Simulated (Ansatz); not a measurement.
## NaScTe2 (ordering on rocksalt): the band gap by level of theory

All numbers come from Ansatz. The cell comes from a prototype generator: it can be a known phase or a hypothetical one. No magnetic order is allowed.

Structure: NaScTe2 as one 4-atom ordering (P4/mmm) on the rocksalt lattice, at its r2SCAN minimum. The symmetry is P4/mmm (No. 123, tetragonal); conventional cell a = 4.310 Å, c = 5.899 Å, 27.40 Å³ an atom. Na is surrounded by 6 Te at 2.95–3.05 Å; Te is surrounded by 2 Na at 2.95 Å and 4 Sc at 3.05 Å; Sc is surrounded by 6 Te at 2.95–3.05 Å; Te is surrounded by 2 Sc at 2.95 Å and 4 Na at 3.05 Å.

Relaxed lattice by functional, symmetry kept:
```json
{"functional": "PBE", "k mesh": "6×6×4", "a (Å)": "4.320", "c (Å)": "5.927", "volume (Å³/atom)": "27.65"}
{"functional": "r2SCAN", "k mesh": "6×6×4", "a (Å)": "4.310", "c (Å)": "5.899", "volume (Å³/atom)": "27.40"}
{"functional": "PBEsol", "k mesh": "6×6×4", "a (Å)": "4.246", "c (Å)": "5.853", "volume (Å³/atom)": "26.38"}
{"functional": "LDA", "k mesh": "6×6×4", "a (Å)": "4.191", "c (Å)": "5.790", "volume (Å³/atom)": "25.42"}
{"functional": "HSE06", "k mesh": "4×4×4", "a (Å)": "4.314", "c (Å)": "5.859", "volume (Å³/atom)": "27.26"}
```

Gaps on the r2SCAN cell, each the least over its mesh and the special points:
```tsv
level	k mesh	gap (eV)	kind	edges	least direct gap (eV)	rough cost
LDA	6×6×4	none (overlap 0.35)	–	–	–	7 core-seconds
PBE	6×6×4	none (overlap 0.30)	–	–	–	12 core-seconds
PBE+SOC	6×6×4	none (overlap 0.46)	–	–	–	50 core-seconds
r2SCAN	6×6×4	none (overlap 0.10)	–	–	–	21 core-seconds
HSE06	4×4×4	0.20	direct	Γ	0.20	4 core-minutes
```
All runs use a smearing of 0.02 eV.
Wave cutoffs: 420 eV, 500 eV (r2SCAN).
Points off the special ones are mesh points or PBE's searched band edges, reused at the other levels. Set aside, since their points miss a band edge that the other levels read or their mesh is too coarse: HSE06+SOC.
Costs come from shared machines and give only the order; PBE's includes the band path.

With HSE06 the gap is 0.20 eV and direct, at Γ. PBE+SOC gives no gap: the lowest nominally empty band dips 0.46 eV below the top of the last filled one (its bottom at Γ–Z (0.50 of the way from Γ), the top at Γ), so the cell is a metal or semimetal at this level.

The levels disagree on the kind of gap: direct with HSE06; no gap with LDA, PBE, PBE+SOC, r2SCAN.

Only the levels marked +SOC include spin-orbit coupling.

The meshes of the hybrids are coarse, so their gaps aren't converged to the digits shown.
